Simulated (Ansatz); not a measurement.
HfTeS:
```cif
data_HfSTe
_chemical_formula_sum 'Hf1 Te1 S1'
_space_group_name_H-M_alt 'P 1'
_space_group_IT_number 1
_cell_length_a 3.81273
_cell_length_b 3.81273
_cell_length_c 6.45866
_cell_angle_alpha 90.000
_cell_angle_beta 90.000
_cell_angle_gamma 120.000
loop_
_space_group_symop_operation_xyz
  'x, y, z'
loop_
_atom_site_label
_atom_site_type_symbol
_atom_site_fract_x
_atom_site_fract_y
_atom_site_fract_z
_atom_site_occupancy
Hf1 Hf 0.33333 0.66667 0.03005 1
Te1 Te 0.00000 0.00000 0.74146 1
S1 S 0.66667 0.33333 0.22848 1
```

Relaxed with r²SCAN+D4. r²SCAN+D4 (plane waves, PAW; program Ansatz) gives a gap of 0.13 eV.

Question: What gap does HSE06 give on the same cell (Ansatz, PAW)?

Answer: 0.40 eV, 0.27 eV more. The hybrid was solved on a coarser mesh and at special points; the gap given is the minimum over both.

```
k  v1 r²SCAN+D4  c1 r²SCAN+D4  v1 HSE06  c1 HSE06
-  ------------  ------------  --------  --------
Γ          0.00          0.84         …         …
A         -0.12          0.82         …         …
K         -2.73          1.54         …         …
H         -2.64          1.54     -2.83      1.97
M         -1.58          0.26         …         …
L         -1.45          0.13     -1.56      0.40
```

Question: Top valence (v1) and lowest conduction level (c1) in eV from each method's valence maximum (which need not be a listed point): supply the withheld HSE06 values.

Answer: 
- Γ, v1 HSE06: 0.00
- Γ, c1 HSE06: 1.21
- M, v1 HSE06: -1.69
- M, c1 HSE06: 0.52
- A, v1 HSE06: -0.12
- A, c1 HSE06: 1.19
- K, v1 HSE06: -2.95
- K, c1 HSE06: 1.94

Cost on shared cores: the r²SCAN+D4 run (SCF on a 8×8×5 mesh, then bands and DOS) around 100 core-seconds (rough), the HSE06 run (SCF on 6×6×3, then a few points) very roughly 4 core-minutes; the tasks are unlike.

Space group P3m1. The workflow started from a Materials Project entry (that database holds measured and hypothetical structures alike); the Crystallography Open Database copy checked does not list it. Its standing as an ambient phase is unchecked. The cell was relaxed with r²SCAN+D4 under the symmetry of its start; whether a distortion lowers the energy is not shown. The run is not spin-polarised. Spin–orbit coupling is left out wherever it is not named.

Potentials: the later of the program's two PAW sets.
